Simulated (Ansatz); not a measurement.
Li₂O (anti-fluorite)

```
Li2O
1.0
    0.00000     2.31309     2.31309
    2.31309     0.00000     2.31309
    2.31309     2.31309     0.00000
Li O
2 1
Direct
  0.75000   0.75000   0.75000
  0.25000   0.25000   0.25000
  0.00000   0.00000   0.00000
```

Equation-of-state scan: isotropic scaling of the cell above, V₀ being its volume. Symmetry pins the atoms to their sites.

All values below come from PBE (plane waves to 420 eV, PAW, scalar-relativistic; Ansatz, a program for electronic structure). k mesh 12×12×12 (Γ-centred), Fermi-Dirac smearing 0.05 eV. Compression counts positive. Li2O was relaxed with its symmetry unable to fall.

At one point of the scan the stress tensor (GPa) is:

```
  -4.14     0.00     0.00
   0.00    -4.14     0.00
   0.00     0.00    -4.14
```

Which point is it?
A. V/V₀ = 1.036
B. V/V₀ = 1.060
C. V/V₀ = 1.012
D. V/V₀ = 1.024

B, V/V₀ = 1.060

(A scan under strain: stresses follow from slopes of the energy per volume, elastic moduli from its curvatures.)
